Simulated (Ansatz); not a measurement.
Relaxed-ion elastic tensor of W (bcc (W type), space group No. 229) in GPa (Voigt order), PBEsol (plane waves, PAW; program Ansatz); density 19.45 g/cm³, 15.69 Å³ per atom.

```
548  210  210  0.0  0.0  0.0
210  548  210  0.0  0.0  0.0
210  210  548  0.0  0.0  0.0
0.0  0.0  0.0  150  0.0  0.0
0.0  0.0  0.0  0.0  150  0.0
0.0  0.0  0.0  0.0  0.0  150
```

**Question.** Is the crystal mechanically stable?

**Answer.** Yes: the smallest eigenvalue of C is 150 GPa.

**Question.** Work out the Voigt, Reuss and Hill averages.

**Answer.** K_V = 323, K_R = 323, K_H = 323; G_V = 157, G_R = 157, G_H = 157 GPa.

**Question.** Give Young's modulus, Poisson's ratio, Pugh's ratio and the universal anisotropy index.

**Answer.** E = 9KG/(3K + G) = 405 GPa; ν = 0.29; K/G = 2.06 (ductile by the Pugh limit of 1.75); A_U = 5G_V/G_R + K_V/K_R − 6 = 0.02.

**Question.** Estimate the sound speeds and the Debye temperature.

**Answer.** v_l = √((K + 4G/3)/ρ) = 5230 m/s, v_t = √(G/ρ) = 2840 m/s, mean 3170 m/s; Θ = (h/k)(3n/4πV)^(1/3) v_m = 377 K.

**Question.** Give the Zener ratio and Young's modulus along [100], [110] and [111].

**Answer.** A = 2C44/(C11 − C12) = 0.89; 1/E = S11 − 2(S11 − S12 − S44/2)Γ with Γ = 0, 1/4, 1/3 gives 431, 398, 389 GPa.

Space group Im-3m (bcc (W type)). The cell was relaxed with PBEsol under the symmetry of its start. The run is not spin-polarised. As this level gives no gap, shear constants depend on the k-mesh and smearing (Fermi–Dirac, 0.1 eV here). Spin–orbit coupling is left out wherever it is not named.

Potentials: the later of the program's two PAW sets.
